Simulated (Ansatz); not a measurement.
Sr (fcc, Cu type)

```yaml
crystal:
  lattice:
    - [0.00000, 3.05008, 3.05008]
    - [3.05008, 0.00000, 3.05008]
    - [3.05008, 3.05008, 0.00000]
  atoms:
    - { symbol: Sr, position: [0.00000, 0.00000, 0.00000] }
```

The slice is a {111} plane (indices of the conventional cell) through the point (0.000, 0.000, 0.000) (fractional), spanned by u = [100] and v = [-1 2 0] in vectors of this cell: u (4.31 Å) and v (7.47 Å, at 90° to u). It covers one period; positions are fractions (u, v).

The numbers are results of r2SCAN (plane waves to 500 eV, PAW, scalar-relativistic; Ansatz, a first-principles code), not measurements. k mesh 13×13×13. Near the nuclei the fields are pseudised (PAW); where an atom keeps semicore shells as valence, they peak there. Sr was relaxed with its symmetry unable to fall. The PAW data are Ansatz's earlier set.

**Question.** What is the valence density on the shortest Sr–Sr line in this plane (4.31 Å), at its midpoint?

**Answer.** 0.04 e/Å³.

**Question.** What is the ELF at the midpoint of the shortest Sr–Sr line in this plane (4.31 Å)?

**Answer.** 0.33.

**Question.** Sketch the valence electron density on this plane as a map.

**Answer.** 
```
|99999977552200000000002255779999|
|99998866331100000000001133668899|
|88776644220000000000000022446677|
|55553322000000000000000011223355|
|22221100000000000000000000001122|
|00000000000000000000000000000000|
|00000000000000000000000000000000|
|00000000000000000000000000000000|
|00000000000011222222110000000000|
|00000000002233555555332211000000|
|00000000224466778877664422000000|
|00000011336688999999886633110000|
|00000022557799999999997755220000|
|00000022558899998899998855220000|
|00000022557799999999997755220000|
|00000011336688999999886633110000|
|00000000224466778877664422000000|
|00000000112233555555332200000000|
|00000000000011222222110000000000|
|00000000000000000000000000000000|
|00000000000000000000000000000000|
|00000000000000000000000000000000|
|22221100000000000000000000001122|
|55553322110000000000000000223355|
|88776644220000000000000022446677|
|99998866331100000000001133668899|
|99999977552200000000002255779999|
|88999988552200000000002255889999|
```
Scale: ten equal steps from -1.39 (start of '0') to 0.42 (end of '9'), in the order '0123456789'. Values: log₁₀ of the valence density in e/Å³. The map has 16 points along u (two characters each, u = 0 at the left) and 28 along v (v = 0 in the bottom row). The scale is logarithmic, as a density can span decades between atoms and voids.
